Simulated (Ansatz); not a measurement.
The relaxed structure here is a generated cell of SnO: the first start was made by placing the elements on the sites of a structure type, and the end was not matched to a known phase here, so it may be hypothetical. Known forms of SnO include space group No. 129.

A relaxed structure of SnO. Space group Pmma (No. 51). Calculation: r2SCAN (plane waves to 500 eV, PAW, scalar-relativistic; Ansatz, a program for electronic structure).

```cif
data_O2Sn2
_chemical_formula_sum 'Sn2 O2'
_space_group_name_H-M_alt 'Pmma'
_space_group_IT_number 51
_space_group_name_Hall '-P 2a 2a'
_cell_length_a 5.71666
_cell_length_b 3.25572
_cell_length_c 3.79055
_cell_angle_alpha 90.000
_cell_angle_beta 90.000
_cell_angle_gamma 90.000
loop_
_atom_site_label
_atom_site_type_symbol
_atom_site_symmetry_multiplicity
_atom_site_Wyckoff_symbol
_atom_site_fract_x
_atom_site_fract_y
_atom_site_fract_z
_atom_site_occupancy
Sn1 Sn 2 e 0.25000 0.00000 0.12177 1
O1 O 2 f 0.25000 0.50000 0.44084 1
```

```json
{
  "volume_per_atom": "17.64 Å³",
  "band_gap": "zero (metallic)",
  "shortest_distances": "O–Sn 2.03 Å; O–O 2.89 Å; Sn–Sn 3.00 Å",
  "k-mesh": "8×14×12"
}
```

Band energies at high-symmetry points (eV from the Fermi level; labels of this space group; no spin-orbit coupling), from −5 eV up to 4.7 eV:

```
point                                       energies
-----  ---------------------------------------------
Γ           -4.23 -3.83 -3.40 -2.92 -1.76 -1.71 0.43
X                -3.69 -3.69 -3.62 -3.62 -2.10 -2.10
S      -3.43 -3.43 -2.49 -2.49 -1.25 -1.25 2.56 2.56
Y      -3.45 -3.42 -3.40 -1.40 -1.32 -1.30 1.20 1.88
Z      -3.92 -3.41 -3.20 -3.00 -0.41 -0.22 0.78 1.89
U      -3.31 -3.31 -2.99 -2.99 -0.51 -0.51 2.48 2.48
R                -4.87 -4.87 -3.39 -3.39 -2.28 -2.28
T           -4.35 -3.64 -3.21 -1.33 -0.29 -0.17 4.29
```

No spin polarisation in the result.

The run could not lose the symmetry of its start: the end is stationary, and may be a saddle point rather than a minimum.

It was reached from a disturbed copy of a P4/mmm (No. 123) cell, against which it lies -0.04 eV/atom.
